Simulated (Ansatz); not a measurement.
AlGa3N4:
```yaml
crystal:
  lattice:
    - [3.19519, 0.00000, 0.00000]
    - [-1.59759, 2.76711, 0.00000]
    - [0.00000, 0.00000, 10.38757]
  atoms:
    - { symbol: Ga, position: [0.66667, 0.33333, 0.00245] }
    - { symbol: N, position: [0.66667, 0.33333, 0.19270] }
    - { symbol: Ga, position: [0.00000, 0.00000, 0.25546] }
    - { symbol: N, position: [0.00000, 0.00000, 0.44579] }
    - { symbol: Ga, position: [0.66667, 0.33333, 0.50891] }
    - { symbol: N, position: [0.66667, 0.33333, 0.69978] }
    - { symbol: Al, position: [0.00000, 0.00000, 0.75501] }
    - { symbol: N, position: [0.00000, 0.00000, 0.93858] }
```

The program Ansatz at the PBE level (PAW) gives a gap of 2.14 eV without spin–orbit coupling, maximum at Γ, minimum at Γ.

Task: What happens when spin–orbit coupling is switched on?

Result: The gap falls by 0.01 eV, to 2.13 eV; maximum at Γ, minimum at Γ.

Task: Give the electron effective mass with spin–orbit coupling.

Result: 0.19 mₑ (isotropic).

Task: Give the hole effective mass with spin–orbit coupling.

Result: 0.43, 0.43, 3.9 mₑ (principal values).

Space group P3m1. The start of the workflow was typed in or built on a structure type; neither database checked (COD, Materials Project) lists it. Its standing as an ambient phase is unchecked. The cell was relaxed with PBE under the symmetry of its start; its stability against distortions is not shown here.

Potentials: the earlier of the program's two PAW sets.
